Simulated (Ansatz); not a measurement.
Values for one crystal, relaxed and computed with plane-wave PAW r²SCAN (Ansatz code); other levels are named.

| Quantity | Result |
|---|---|
| Volume per atom | 19.31 Å³ |
| Band gap | 1.79 eV (indirect) |
| Mechanical stability | stable (all eigenvalues of C positive) |
| Valence-band maximum | at T |
| Electron effective mass with spin–orbit coupling | 0.39, 0.48, 0.48 mₑ (principal values) |
| Young's modulus | 62.2 GPa |
| Poisson's ratio | 0.30 |

Q: Pick the material that matches.
A) BaC2, R-3m (Ba on 3a, C on 6c)
B) BaGaBO3F2, P6_3/m (Pearson symbol hP16)
C) RbTmS2, R-3m (Tm on 3b, S on 6c, Rb on 3a)
D) CO2, Pa-3 (C on 4a, O on 8c)

A: A, BaC2, R-3m (Ba on 3a, C on 6c)

The first step of the workflow began from a Materials Project structure, measured or hypothetical; the Crystallography Open Database copy checked does not list it. Whether it is the stable phase at ambient conditions was not checked. The r²SCAN relaxation kept the symmetry of its start; phonons on a q-mesh show no instability. Scalar-relativistic: spin–orbit coupling is off unless named, which matters more the heavier the elements.

Potentials: the later of the program's two PAW sets.
